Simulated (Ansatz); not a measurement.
## Cancellation of cutoff errors in CaMg₃

Method: Ansatz, DFT PBEsol, scalar-relativistic, plane waves, PAW.

```yaml
crystal:
  lattice:
    - [3.40907, 0.00000, 0.00000]
    - [-1.70454, 2.95234, 0.00000]
    - [0.00000, 0.00000, 10.88068]
  atoms:
    - { symbol: Ca, position: [0.00000, 0.00000, 0.50000] }
    - { symbol: Mg, position: [0.00000, 0.00000, 0.00000] }
    - { symbol: Mg, position: [0.66667, 0.33333, 0.76455] }
    - { symbol: Mg, position: [0.66667, 0.33333, 0.23545] }
```

```
Γ-centred k-mesh : 15×15×4
occupation rule  : Gaussian smearing, 0.1 eV
spin treatment   : unpolarised
```

A second cell has all atoms moved and the lattice slightly strained:

```yaml
crystal:
  lattice:
    - [3.42152, -0.02331, 0.01104]
    - [-1.73094, 2.95645, 0.01908]
    - [0.03522, 0.09065, 11.09500]
  atoms:
    - { symbol: Ca, position: [0.96371, 0.00074, 0.49387] }
    - { symbol: Mg, position: [0.02339, 0.99116, 0.99140] }
    - { symbol: Mg, position: [0.69503, 0.33203, 0.75277] }
    - { symbol: Mg, position: [0.66181, 0.34610, 0.24255] }
```

It ran on a 10×10×4 mesh, another than the first cell's, which shifts the difference by nearly the same amount at every cutoff. Both were run at several values of the cutoff; energies per atom at zero smearing, errors against the largest value (420 eV), which isn't proved converged itself.

```csv
cutoff,"error, first cell (meV)","error, second cell (meV)"
250 eV,202.99,202.86
300 eV,19.59,19.51
350 eV,1.13,1.12
```

**Question.** At the largest value the second cell lies 15.01 meV/atom above the first. What is the error of that difference at each value, and where does each quantity come within 1 meV/atom?

**Answer.** The error of the difference is the second cell's error less the first's:
| cutoff | difference (meV) | its error (meV) |
| --- | --- | --- |
| 250 eV | 14.88 | -0.13 |
| 300 eV | 14.94 | -0.08 |
| 350 eV | 15.01 | -0.01 |

No value below the largest brings the first cell's total energy within 1 meV/atom, while the difference is there from 250 eV on. Most of the error cancels, by a factor of about 252 in the median. A missing short wave mostly misdescribes the region near each nucleus, which both cells share; what doesn't cancel comes largely from the change of volume and bonding.

1 further run of this set isn't shown.